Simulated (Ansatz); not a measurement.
AlC3: what symmetry allows forces and stress to be

```
Al C
1.0
     3.20793    0.00000    0.00000
     0.00000    3.20793    0.00000
     0.00000    0.00000    3.20793
Al C
1 3
Direct
  0.00000 0.00000 0.00000
  0.00000 0.50000 0.50000
  0.61690 0.00000 0.50000
  0.50000 0.50000 0.00000
```

The calculation used Ansatz, DFT PBEsol, scalar-relativistic, plane waves, PAW.

Settings: cutoff 420 eV, Γ-centred mesh 12×12×12 on the computed 4-atom cell, Gaussian smearing of 0.10 eV; no spin polarisation.

This distorted cell has space group Pmm2, with 4 operations.

**Question.** Without a calculation: in which directions can each atom feel a force?

**Answer.** A force must be left unchanged by every operation that keeps its atom in place, so it lies in the space that those operations leave fixed. Atoms that the group maps onto each other feel forces of one size.
```
atom site symmetry operations at the site equivalent to atom allowed force (Cartesian)
 Al1            mm2                       4                   1   along (1.00, 0.00, 0.00)
  C2            mm2                       4                   2   along (1.00, 0.00, 0.00)
  C3            mm2                       4                   3   along (1.00, 0.00, 0.00)
  C4            mm2                       4                   4   along (1.00, 0.00, 0.00)
```

That leaves 4 independent force components of 12, tied by 1 condition that the forces sum to zero, so 3 remain. A relaxation in this cell that keeps the symmetry moves the atoms in these directions alone.

**Question.** And the stress tensor?

**Answer.** It must be invariant under the point group, which leaves 3 independent components: yz, xz, xy vanish.

**Question.** Do the computed values obey this?

**Answer.** Yes. Forces (eV/Å):
```
Al1  1.516  0.000  0.000
C2  -0.810  0.000  0.000
C3   0.421  0.000  0.000
C4  -1.127  0.000  0.000
```

Stress (GPa, compression positive, xx yy zz yz xz xy): -8.21 -5.49 14.09 0.00 0.00 0.00. The program imposes the same operations on density, forces and stress, so this confirms the analysis and is no independent test of the calculation.